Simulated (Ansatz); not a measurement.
## Stress against strain in TaCuN2

```
CELL_PARAMETERS angstrom
1.56800 0.90529 5.81267
-1.56800 0.90529 5.81267
0.00000 -1.81057 5.81267
ATOMIC_POSITIONS crystal
Ta 0.50000 0.50000 0.50000
Cu 0.00000 0.00000 0.00000
N 0.11900 0.11900 0.11900
N 0.88100 0.88100 0.88100
```

Atom numbers follow the list: Ta1, Cu2, N3, N4.

The geometry is COD entry 4030363, unchecked; take it as a test cell.

Spin–orbit coupling is left out, though it moves levels of the heavy atoms by tenths of an eV or more.

Computed with DFT, PBEsol, all-electron LAPW, scalar-relativistic in Ansatz 0.2.0.

The runs use a Γ-centred 12×12×12 k mesh, Fermi–Dirac smearing of 0.05 eV, basis error target 1 meV/atom, no spin polarisation.

The strain is applied along the Cartesian axes of the cell as listed (the other components stay zero). Fractional coordinates are held (clamped ions).

σ is the change of stress from the unstrained cell, which is at 17.30 GPa; tension is positive, so slopes are stress–strain coefficients at that pressure.

Only quantities that a quadratic follows smoothly over the whole series are listed; rougher ones are left out.

```tsv
εxx = εyy	σzz (GPa)	σxx (GPa)
-0.0200	-7.44	-16.56
0.0000	0.00	0.00
0.0100	3.20	7.20
0.0200	6.11	13.75
```

**Question.** Fit the series and read off the stiffness at zero strain.

**Answer.** Least-squares fits y = p0 + p1 x + p2 x² to the rows give σzz (GPa): p1 = 339, p2 = -1600; σxx (GPa): p1 = 758, p2 = -3500. So C13 + C23 = 339 GPa and C11 + C12 = 758 GPa, for these axes.

**Question.** One run, at εxx = εyy = -0.0100, is withheld. Predict its row.

**Answer.** The fits give -3.56, -7.94; the run gave -3.54, -7.90.
